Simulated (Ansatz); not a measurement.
NbGa3Ni12 in space group P4/mmm (No. 123; Pearson symbol tP16), DFT-PBE in the program Ansatz with PAW potentials, all energies at zero smearing, with the estimated change up to a 700 eV cutoff added, with one set of potentials and settings (totals compare only within such a set). Cell of 16 atoms (1 Nb, 3 Ga, 12 Ni): -85983.012 eV.

```json
[
 {"element": "Nb", "reference phase": "Im-3m, 1 atoms in the cell", "E (eV/atom)": "-4552.2836"},
 {"element": "Ga", "reference phase": "Cmce, 4 atoms in the cell", "E (eV/atom)": "-3783.0209"},
 {"element": "Ni", "reference phase": "Fm-3m, 1 atoms in the cell, spin-polarised", "E (eV/atom)": "-5839.7239"}
]
```

Formation energy per atom, worked out: (-85983.012 − 1×(-4552.2836) − 3×(-3783.0209) − 12×(-5839.7239))/16 = -0.311 eV/atom (-30 kJ per mol of atoms), at 0 K, without zero-point energy or fitted corrections.

The workflow started from a Materials Project entry (that database holds measured and hypothetical structures alike); the Crystallography Open Database copy checked does not list it. With Nb and Ga taken as one species the cell has the higher symmetry Pm-3m, so it may be an ordered model of a mixed-site phase. Its standing as an ambient phase is unchecked. The cell was relaxed with PBE under the symmetry of its start; its stability against distortions is not shown here. Spin order of the final state: ferromagnetic, the only order run, not a proven ground state. The references are the lowest solids computed at this level, not always the standard phases.

Potentials: the later of the program's two PAW sets.
